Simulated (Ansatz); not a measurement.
Here is the system:

Ti$_{4}$AlN$_{3}$:
```
CELL_PARAMETERS angstrom
      2.96225     0.00000     0.00000
     -1.48113     2.56539     0.00000
      0.00000     0.00000    23.26684
ATOMIC_POSITIONS crystal
  Ti 0.33333 0.66667 0.44627
  Ti 0.66667 0.33333 0.55373
  Ti 0.66667 0.33333 0.94627
  Ti 0.33333 0.66667 0.05373
  Ti 0.00000 0.00000 0.65397
  Ti 0.00000 0.00000 0.34603
  Ti 0.00000 0.00000 0.15397
  Ti 0.00000 0.00000 0.84603
  Al 0.66667 0.33333 0.75000
  Al 0.33333 0.66667 0.25000
  N  0.66667 0.33333 0.10545
  N  0.33333 0.66667 0.89455
  N  0.33333 0.66667 0.60545
  N  0.66667 0.33333 0.39455
  N  0.00000 0.00000 0.50000
  N  0.00000 0.00000 0.00000
```

This is the PBEsol-relaxed structure. Tensor components refer to the Cartesian frame of this cell.

Problem. All from DFT-PBEsol in the program Ansatz with PAW potentials, unless another level is named. Predict the Debye temperature from the elastic constants.

Solution. 842 K.

Problem. Next, the elastic constants (relaxed ions, GPa)?

Solution. C11 = 428, C12 = 108, C13 = 112, C33 = 382, C44 = 168.

Space group P6_3/mmc. The workflow started from a Materials Project entry (that database holds measured and hypothetical structures alike); the Crystallography Open Database files this formula in space group No. 194, but the cells were not matched. Its standing as an ambient phase is unchecked. Symmetry was held in the PBEsol relaxation; its stability against distortions is not shown here. No spin polarisation was allowed. As this level gives no gap, shear constants depend on the k-mesh and smearing (Fermi–Dirac, 0.1 eV here).

Potentials: the later of the program's two PAW sets.
